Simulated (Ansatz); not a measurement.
This run works on a generated trial structure, not on a known crystal.

Input and command of a plane-wave DFT calculation in Ansatz:

```yaml
crystal:
  lattice:
    - [-4.1527332511, 0.0, 0.0]
    - [0.0, 7.1927449811, 0.0]
    - [2.0763666255, -1.1987908302, -8.5668377046]
  atoms:
    - { symbol: Ge, position: [0.7178304295, 0.9059434765, 0.435660859] }
    - { symbol: Ge, position: [0.2178304295, 0.4059434765, 0.435660859] }
    - { symbol: Ge, position: [0.7821695705, 0.5940565235, 0.564339141] }
    - { symbol: Ge, position: [0.2821695705, 0.0940565235, 0.564339141] }
    - { symbol: Ge, position: [1.0, 1.0, 1.0] }
    - { symbol: Ge, position: [0.5, 0.5, 0.0] }
    - { symbol: Bi, position: [0.1011170778, 0.7003723593, 0.2022341556] }
    - { symbol: Bi, position: [0.6011170778, 0.2003723593, 0.2022341556] }
    - { symbol: Bi, position: [0.3988829222, 0.7996276407, 0.7977658444] }
    - { symbol: Bi, position: [0.8988829222, 0.2996276407, 0.7977658444] }
basis:
  ecutwfc: 420
kpoints:
  mp_grid: { grid: [6, 4, 6] }
hamiltonian:
  xc: pbe
scf:
  occupations: { method: gaussian, width: 0.2 }
  lower_state_search: "off"
output:
  forces: true
  stress: true
  eigenvalues: true
```

```bash
ansatz run input.yaml --threads 1 --pin off --max-ram 2560MiB --backend cpu --events-out ev --progress --plain --runs-dir out
```

Processor: Arm Neoverse N1, 1 thread, on a host shared with other jobs.

Q: Estimate time, memory and problem size.

A: About 120 s, peak memory 0.94 GiB. It solves 87 bands at 47 k points (after reduction by symmetry) with about 4987 plane waves, in 9 SCF iterations.
